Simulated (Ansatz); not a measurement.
## Clamped-ion strain scan in Sc

Level of theory: DFT PBEsol, scalar-relativistic, plane waves, PAW in Ansatz 0.2.0. Settings: plane waves to 420 eV, k-mesh 18×18×10 (Γ-centred), Gaussian smearing 0.15 eV. No spin polarisation. Energies are free energies at this smearing, counted from the undisturbed cell; pressure is positive in compression.

Reference structure (as given, not relaxed at this level; it stands at -2.8 GPa):

```
Sc
1.0
     3.30880    0.00000    0.00000
    -1.65440    2.86550    0.00000
     0.00000    0.00000    5.26800
Sc
2
Direct
  0.33333 0.66667 0.25000
  0.66667 0.33333 0.75000
```

The cell is strained by ε times the Voigt pattern (0, 0, 0, 1, 0, 0) (xx, yy, zz, yz, xz, xy; engineering shear) with fractional coordinates fixed. The cell is metallic on the mesh throughout.

Over the sampled range (-0.0200 to 0.0175), is the undisturbed cell the lowest point?

Yes, every other sampled point lies higher (or within rounding).

The scan:

```
      ε  ΔE (meV/atom)
-0.0200            0.8
-0.0100            0.2
 0.0000            0.0
 0.0025            0.0
 0.0050            0.1
 0.0075            0.1
 0.0125            0.3
 0.0150            0.5
 0.0175            0.6
```